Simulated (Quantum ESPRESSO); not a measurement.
## Zr3GaV3Au (a guest atom moved from site to site)

Simulated, not a measurement. The program is pw.x of Quantum ESPRESSO 7.5 (plane-wave density functional theory). The cell is made up: eight metal atoms on a face-centred cubic lattice, with elements, volume, strain and displacements drawn at random and not relaxed, so it may be unstable or far from any real phase. PseudoDojo standard norm-conserving files set the functional (PBE unless stated); there is no spin polarisation or spin-orbit coupling, the Fermi-Dirac width of 0.25 eV means electrons at about 2900 K, and the masses in the input are unused placeholders. Heavy elements are run without spin-orbit coupling, which real alloys of them have. A spin test at this wide smearing found no moment, but such smearing suppresses magnetism that the real alloy may have.

The runs move one Ga atom among sites that otherwise hold V. Cell, positions, cutoff, mesh and smearing stay as in the input of run 1; sites are counted in its order. Stress in the tables is positive in tension.

Input of run 1:

```
&control calculation='scf', pseudo_dir='./dojo.nc.sr.pbe.v0_5.standard.upf', outdir='./o', disk_io='minimal', tprnfor=.true., tstress=.true. /
&system ibrav=0, nat=8, ntyp=4, nbnd=70, ecutwfc=84.00895049, nosym=.true., tot_charge=0,
 occupations='smearing', smearing='fd', degauss=0.0183746611
/
&electrons conv_thr=1.470e-08, electron_maxstep=70, mixing_beta=0.5 /
ATOMIC_SPECIES
Au 1.0 Au.upf
Ga 1.0 Ga.upf
V 1.0 V.upf
Zr 1.0 Zr.upf
CELL_PARAMETERS angstrom
2.0816 4.1632 2.0816
2.0816 -4.1632 2.0816
4.1632 0.0 -4.1632
ATOMIC_POSITIONS angstrom
Zr -0.0803 0.1207 0.0285
Ga 2.1217 0.0168 -2.0429
V 2.0651 -2.0159 -0.1163
V 4.1214 -2.0405 -1.8711
Zr 2.017 2.0404 -0.0037
V 4.0756 2.0656 -2.0485
Au 2.1076 0.0172 2.0305
Zr 4.1381 0.1639 0.041
K_POINTS automatic
5 5 4 1 1 1
```

| run | elements on sites 1 to 8 | free energy less that of run 1 (eV) | -TS (eV) | pressure (GPa) | stress xx (GPa) | stress yy (GPa) | stress zz (GPa) | stress yz (GPa) | stress xz (GPa) | stress xy (GPa) | iterations |
| --- | --- | --- | --- | --- | --- | --- | --- | --- | --- | --- | --- |
| 1 | Zr Ga V V Zr V Au Zr | 0.000 | -2.143 | -0.50 | 1.95 | -3.19 | 2.74 | 0.04 | 0.49 | 0.29 | 19 |
| 2 | Zr V Ga V Zr V Au Zr | 0.399 | -2.252 | 0.68 | -0.16 | -2.30 | 0.42 | -0.51 | 0.23 | 0.16 | 19 |
| 3 | Zr V V Ga Zr V Au Zr | 0.560 | -2.313 | 1.21 | -1.88 | -1.58 | -0.18 | -0.60 | 0.16 | 0.64 | 20 |
| 4 | Zr V V V Zr Ga Au Zr | 0.283 | -2.243 | 0.59 | -0.57 | -1.77 | 0.56 | 0.18 | -0.21 | 0.30 | 19 |

Forces Fx Fy Fz (eV/Å):

```
site              run 1              run 2              run 3              run 4
   1  -0.47 -0.97 -0.03   -0.48 -0.96 0.13   -0.38 -0.97 0.12  -0.49 -0.99 -0.07
   2  -0.36 -0.18 -0.37  -0.14 -0.13 -0.54  -0.12 -0.26 -0.40  -0.24 -0.38 -0.31
   3     0.23 0.29 0.39     0.10 0.38 0.72    -0.06 0.49 0.40     0.21 0.43 0.34
   4    0.09 0.26 -0.06    0.30 0.36 -0.15    0.03 0.44 -0.42   -0.22 0.32 -0.13
   5   -0.10 1.37 -0.16   -0.17 1.30 -0.24    -0.17 1.05 0.00   -0.30 1.16 -0.16
   6     0.02 0.61 0.10    -0.06 0.39 0.00     0.08 0.51 0.25     0.16 0.67 0.12
   7   -0.65 -0.09 0.83   -0.80 -0.15 0.86   -0.58 -0.17 0.62   -0.44 -0.07 0.59
   8   1.25 -1.28 -0.70   1.26 -1.19 -0.78   1.19 -1.08 -0.57   1.32 -1.13 -0.39
```

The sites are displaced and not relaxed, so the energy differences mix bonding between neighbours with strain and are not ordering energies. A rerun of one cell of this series at a higher cutoff and on a denser mesh moved values by no more than 0.005 eV in energy, 0.04 GPa in stress and 0.003 eV/Å in force, and a second program with other atomic files agreed on that cell to 2 % rms in force and 0.5 GPa in pressure.